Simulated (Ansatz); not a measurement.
PbSe:
```yaml
crystal:
  lattice:
    - [3.76668, 2.17546, 0.00000]
    - [-3.76668, 2.17546, 0.00000]
    - [-2.51304, 0.00000, 3.55191]
  atoms:
    - { symbol: Pb, position: [0.50809, 0.49191, 0.50971] }
    - { symbol: Se, position: [0.00798, 0.99202, 0.01031] }
```

Relaxed with r²SCAN+D4. Special points in fractions of this cell's reciprocal vectors: Γ (0.000, 0.000, 0.000); C (0.375, 0.375, 0.000); C2 (-0.375, 0.625, 0.000); Y2 (-0.500, 0.500, 0.000); M2 (-0.500, 0.500, 0.500); D (-0.250, 0.750, 0.500); D2 (0.250, 0.250, 0.500); A (0.000, 0.000, 0.500); L2 (0.000, 0.500, 0.500); V2 (0.000, 0.500, 0.000).

Problem. List the band energies nearest the valence-band maximum at these points for r²SCAN+D4 (plane waves, PAW; program Ansatz).

Solution. In eV from the valence-band maximum; about four levels below and three above (degenerate sets whole), none deeper than 8.9 eV; points with the same levels are listed once.

```csv
k,below,above
Γ,-6.36 -1.96 -1.96 -1.96,5.00 5.00 5.02
C,-8.18 -4.62 -2.78 -2.41,3.69 4.28 5.79
Y2,-7.50 -5.02 -3.30 -3.30,4.08 5.94 5.94
M2,-1.55 -1.55 0.00,0.62 1.95 1.95
D,-8.16 -4.27 -4.27 -0.84,2.18 5.29 5.29
L2,-7.50 -5.02 -3.30 -3.29,4.09 5.93 5.95
```

Space group Fm-3m (rock salt). The r²SCAN+D4 relaxation kept the symmetry of its start; of distortions, only those at the zone centre were tested. Point labels and valley counts follow the cell and symmetry of the run, lower than the named group. Spin–orbit coupling is left out wherever it is not named.

Potentials: the later of the program's two PAW sets.
